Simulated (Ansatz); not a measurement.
Zr (hcp (Mg type), P6_3/mmc), a = 3.1838 Å, b = 3.1838 Å, c = 5.1186 Å, α = 90.00°, β = 90.00°, γ = 120.00°.

Relaxed with PBEsol.

### Question
Decompose the optical modes at the zone centre into irreducible representations, and say which are infrared and Raman allowed.

### Answer
Point group 6/mmm: Γ_opt = B1g + E2g. Infrared: none. Raman: E2g.

### Question
Assign frequencies (DFPT, plane-wave PAW PBEsol (Ansatz code)).

### Answer
E2g 63, B1g 165 cm⁻¹.

Subscripts of B labels follow the axes of the standard setting.

Symmetry was held in the PBEsol relaxation; of distortions, only those at the zone centre were tested. No spin polarisation was allowed. As this level gives no gap, phonon frequencies hold no LO–TO term and depend on the k-mesh and smearing (Fermi–Dirac, 0.1 eV here). Axis ratios of metals converge slowly with the k-mesh, so a and c are less sure than the volume.

Potentials: the earlier of the program's two PAW sets.
